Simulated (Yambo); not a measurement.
Yambo run on PtS2 (CdI2 type, space group P-3m1, No. 164). The wavefunctions are PBEsol (pw.x of Quantum ESPRESSO, ONCV potentials, with spin-orbit coupling) ones on a 6×6×2 mesh (30 occupied bands); a = 3.549 Å, b = 3.549 Å, c = 5.597 Å, α = 90.00°, β = 90.00°, γ = 120.00°.

Yambo input:

```
rim_cut
gw0
dyson
el_el_corr
HF_and_locXC
ppa
em1d
RandQpts= 1000000
RandGvec= 1 Ry
EXXRLvcs= 84 Ry
VXCRLvcs= 336 Ry
Chimod= "HARTREE"
% BndsRnXp
 9 | 184 |
%
NGsBlkXp= 7 Ry
% LongDrXp
 1.0 | 1.0 | 1.0 |
%
PPAPntXp= 27.2114 eV
% GbndRnge
 1 | 122 |
%
GTermKind= "none"
DysSolver= "n"
ExtendOut
% QPkrange
 4 | 4 | 30 | 30 |
 9 | 9 | 30 | 31 |
 13 | 13 | 31 | 31 |
%
```

k points by index: 4 = (0, 0.167, -0.5), 9 = (0.167, 0.167, 0), 13 = K.

The o-*.qp file then holds:

```
#    K-point    Band    Eo [eV]    E [eV]    E-Eo [eV]    Vxc [eV]    Vnlxc [eV]    Sc|Eo [eV]    Sc|E [eV]    dSc/dw|Eo [eV]    Re(Z)    Im(Z)
#
    4    30    0.000000    0.123885    0.123885    -16.72836    -19.42739    2.857280    2.822919    -7.552695    0.782742    -0.001361
    9    30    -0.029482    -0.026091    0.003391    -15.45189    -17.88538    2.437813    2.436886    -7.618026    0.781274    -0.001378
    9    31    1.590553    2.360424    0.769871    -15.68122    -12.13212    -2.576283    -2.779230    -7.172471    0.791398    -0.001383
    13    31    1.330952    2.143431    0.812479    -16.17651    -12.57569    -2.575224    -2.788345    -7.137116    0.792212    -0.001298
```
(The two width columns are left out.) Convergence of these settings isn't established.

Geometry of the Materials Project entry, not relaxed at this level.

The distance between layers or molecules is the database entry's, not relaxed here. Functionals without dispersion can leave it too large, which widens gaps and weakens the response across layers: the numbers belong to this cell.
